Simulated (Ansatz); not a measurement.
Clean, relaxed (110) surface of W, space group Im-3m (No. 229) (top face towards +c; atoms held fixed, by place in the list: 1, 2):

```
W
1.0
     2.73176    0.00000    0.00000
    -0.91059    2.57552    0.00000
     0.00000    0.00000   23.69141
W
4
Direct
  0.50000 0.50000 0.35878
  0.00000 0.00000 0.45293
  0.50000 0.50000 0.54715
  0.00000 0.00000 0.63786
```

Method: DFT PBEsol, scalar-relativistic, plane waves, PAW in Ansatz. Cutoff 420 eV; k points 11×11×1 on the computed 4-atom cell (Γ-centred); Gaussian smearing, width 0.10 eV; no spin polarisation. The cell repeats along c with a dipole correction in the vacuum.

C (atom) is adsorbed on the top face, one adsorbate per 7.0 Å², and relaxed from 3 starting sites (fractions of a and b). E_ads counts from the clean slab and the free adsorbate (spin-polarised where it has unpaired electrons); negative means bound. Heights count from the highest slab atom after relaxation. Δφ is the top face's. Δp counts per cell along +c. Bonded neighbours lie within 1.25 times the sum of covalent radii (1.35 for H) and, on that scale, within 12 % of the closest. With the adsorbate the cell is lengthened along c to keep the vacuum.

```
                         start ends at E_ads (eV) height (Å) shortest contact  Δφ (eV)  Δp (e·Å)
       top (W) at (0.00, 0.00) (0.00, 0.00), 1 bonded neighbour (W)       -4.41        1.96        C–W 1.96 Å    +2.52    -0.098
hollow (W-W-W) at (0.33, 0.67) (0.38, 0.62), 3 bonded neighbours (W)       -7.02        1.04        C–W 1.95 Å    +0.93    -0.035
  bridge (W-W) at (0.50, 0.00) (0.50, 0.00), 2 bonded neighbours (W)       -6.17        1.35        C–W 1.92 Å    +1.60    -0.063
```

Among the sites tried, the lowest end comes from the hollow (W-W-W) at (0.33, 0.67) start; other sites may lie lower.

Each end is the local minimum or symmetric point that its start leads to. The slab is only 6.7 Å thick, so the energies aren't converged with thickness.

The adsorbed runs have no spin polarisation, so weakly bound open-shell ends lie too high.